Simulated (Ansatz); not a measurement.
Relaxed candidate structures of Ru:

**A**
```
CELL_PARAMETERS angstrom
      4.21990     0.00000     0.00000
     -2.10995     3.65454     0.00000
      0.00000     0.00000     2.65406
ATOMIC_POSITIONS crystal
  Ru 0.00000 0.00000 0.00000
  Ru 0.33333 0.66667 0.50000
  Ru 0.66667 0.33333 0.50000
```

**B**
```xyz
8
Lattice="4.7896 0.0000 0.0000 0.0000 4.7896 0.0000 0.0000 0.0000 4.7896" Properties=species:S:1:pos:R:3 pbc="T T T"
Ru     1.1974     0.0000     2.3948
Ru     3.5922     0.0000     2.3948
Ru     0.0000     2.3948     1.1974
Ru     0.0000     2.3948     3.5922
Ru     2.3948     1.1974     0.0000
Ru     2.3948     3.5922     0.0000
Ru     0.0000     0.0000     0.0000
Ru     2.3948     2.3948     2.3948
```

**C**
```
Ru
1.0
   -2.33876     2.33876     1.36548
    2.33876    -2.33876     1.36548
    2.33876     2.33876    -1.36548
Ru
2
Direct
  0.75000   0.25000   0.50000
  0.00000   0.00000   0.00000
```

**D**
```xyz
2
Lattice="2.6919 0.0000 0.0000 -1.3459 2.3312 0.0000 0.0000 0.0000 4.2457" Properties=species:S:1:pos:R:3 pbc="T T T"
Ru     0.0000     1.5542     1.0614
Ru     1.3459     0.7771     3.1842
```

**E**
```
CELL_PARAMETERS angstrom
      4.16609     0.00000     0.00000
     -2.08304     3.60794     0.00000
      0.00000     0.00000     2.42635
ATOMIC_POSITIONS crystal
  Ru 0.33333 0.66667 0.00000
  Ru 0.66667 0.33333 0.00000
```

Order them by energy per atom (lowest first) at the level PBEsol (plane waves to 420 eV, PAW, scalar-relativistic; Ansatz, a quantum-chemistry and plane-wave program).

D (reference, the lowest of the structures calculated here), A (+0.28 eV/atom), B (+0.42 eV/atom), C (+1.00 eV/atom), E (+1.37 eV/atom)

Each run could gain symmetry but not lose that of its start, so entries can be saddle points. From databases, or of a type measured for this composition: P6₃/mmc, hP2, hcp (Mg type); the others are generated cells (placed on structure types, drawn at random, substituted or restacked) that were not matched to a known phase here. Energies are at zero temperature and pressure, without zero-point motion. No spin polarisation in the result.
